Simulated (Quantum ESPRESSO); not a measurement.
# Where does Ge sit best among Si sites?

These are calculations, not measurements. They come from pw.x of Quantum ESPRESSO 7.5, a plane-wave density functional program, with PseudoDojo standard norm-conserving files (v0.5 for PBE, v0.4.1 for LDA and PBEsol). The cells are made up: elements, strain and atom displacements were drawn at random, and nothing was relaxed. There is no spin polarisation, spin-orbit coupling or dispersion term.

The cell has 8 sites of a zincblende or diamond lattice. Sites 1 to 4 hold Si Si Ge Si; sites 5 to 8 hold X X X X. Cell vectors in Å: (5.641, -0.004, -0.008); (-0.004, 5.546, -0.053); (-0.008, -0.053, 5.500). Settings: PBE, cutoff 1061 eV, 6 x 6 x 6 k mesh shifted by half a step, Fermi-Dirac smearing of 0.1 eV.

In each run one of the sites marked X holds Ge and the others hold Si; cell and positions stay the same. E is the free energy of the cell.

| site of the guest | first shell | mean distance (Å) | E above the lowest (eV) | P (GPa) | force on the guest (eV/Å) |
| --- | --- | --- | --- | --- | --- |
| 5 | GeSi3 | 2.416 | 0.079 | 0.40 | 1.629 |
| 6 | GeSi3 | 2.437 | 0.061 | 0.42 | 3.224 |
| 7 | GeSi3 | 2.349 | 0.237 | 0.64 | 3.561 |
| 8 | GeSi3 | 2.454 | 0.000 | 0.34 | 1.671 |

A rerun of one of these cells at 1347 eV and k mesh 8 x 8 x 8 moved values by no more than 0.002 eV in the cell's energy, 0.02 GPa in stress and 0.004 eV/Å in force.

## Reading the table

Site 8 is lowest, by 0.061 eV, over three times the rerun's bound. A straight line of energy against the mean distance has a slope of -2.2 ± 0.2 eV/Å, so the guest costs less on the roomier sites. The positions are random and not relaxed, so the differences hold for this frozen cell and are not site preferences of a real crystal.